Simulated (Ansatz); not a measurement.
**H4BrN: pressure and gap against volume**

A database entry relaxed whole under r2SCAN (P-43m):

```
H Br N
1.0
     4.02620    0.00000    0.00000
     0.00000    4.02620    0.00000
     0.00000    0.00000    4.02620
H Br N
4 1 1
Direct
  0.14791 0.14791 0.14791
  0.14791 0.85209 0.85209
  0.85209 0.85209 0.14791
  0.85209 0.14791 0.85209
  0.50000 0.50000 0.50000
  0.00000 0.00000 0.00000
```

The cell was scaled uniformly, its shape held, and the atoms relaxed at each volume with plane-wave PAW DFT (Ansatz 0.2.0; r2SCAN, 500 eV, 8×8×8 Γ-centred mesh, fermi-dirac occupations of width 0.020 eV; no spin, no spin-orbit coupling). One row is withheld.

```tsv
volume (Å³/atom)	energy over the lowest (meV/atom)	pressure (GPa)	gap over mesh and path (eV)
10.225	2.9	1.58	5.014
10.443	1.2	0.97	4.912
10.660	0.3	0.44	4.816
10.878	0.0	0.01	4.726
11.095	0.3	-0.43	4.641
11.313	?	?	?
11.530	2.4	-1.06	4.485
```

**Question.** Fit the pressures of the other rows to the third-order Birch-Murnaghan form.

**Answer.** With f = [(V₀/V)^(2/3) − 1]/2 and P = 3B₀f(1 + 2f)^(5/2)[1 + 3(B₀′ − 4)f/2], least squares gives V₀ = 10.87 Å³ an atom, B₀ = 21.5 GPa and B₀′ = 5.8; the rows miss the fit by 0.02 GPa. The slope of the energies differs from these pressures by less than 0.05 GPa.

**Question.** How does the gap move with volume?

**Answer.** A parabola in ln(V/V₀) through the other rows has the slope dE_g/d ln V = -4.4 eV at V₀, so by B₀ the gap moves by +204 meV a GPa: it widens under pressure.

**Question.** What does the withheld row hold?

**Answer.** The fit gives -0.76 GPa at 11.313 Å³; the run gave -0.77 GPa and 1.1 meV an atom. Its gap is 4.560 eV, against 4.560 eV from the parabola.

Caveats: the shape of the cell was held; 0 K, fixed nuclei; the symmetry was kept, and this need not be the phase that is stable at 0 K; one mesh for all volumes; the slope of the gap can be off by tens of per cent, more where shallow d levels or spin-orbit coupling act on the edges; no spin-orbit coupling, which narrows gaps of heavier elements; no dispersion correction, so weakly bound layers stand too far apart; pressure is positive in compression.
